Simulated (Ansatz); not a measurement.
BP in space group P4_2/mnm (No. 136; B on 4f, P on 4g) at seven volumes, the program Ansatz at the PBE level (PAW), shape and atoms relaxed at each. One row is withheld.

| V (Å³/atom) | P (GPa) |
|---|---|
| 11.305 | 16.70 |
| 11.678 | 10.32 |
| 12.051 | 4.79 |
| 12.423 | 0.00 |
| 12.796 | -4.15 |
| 13.169 | -7.74 |
| 13.541 | ? |

Question: Fit the shown pressures and predict the withheld one.

Answer: P = (3/2)B₀(x^(7/2) − x^(5/2))[1 + (3/4)(B′ − 4)(x − 1)] with x = (V₀/V)^(2/3). Least squares on the six rows gives V₀ = 12.424 Å³/atom, B₀ = 148 GPa, B′ = 3.75. At V = 13.541, x = 0.9442 and P = -10.84 GPa. The run itself gave -10.85 GPa.

The start of the workflow was typed in or built on a structure type; neither database checked (COD, Materials Project) lists it. It is not the phase usual at ambient conditions (space group No. 216). The cell was relaxed with PBE under the symmetry of its start; whether a distortion lowers the energy is not shown.

Potentials: the earlier of the program's two PAW sets.
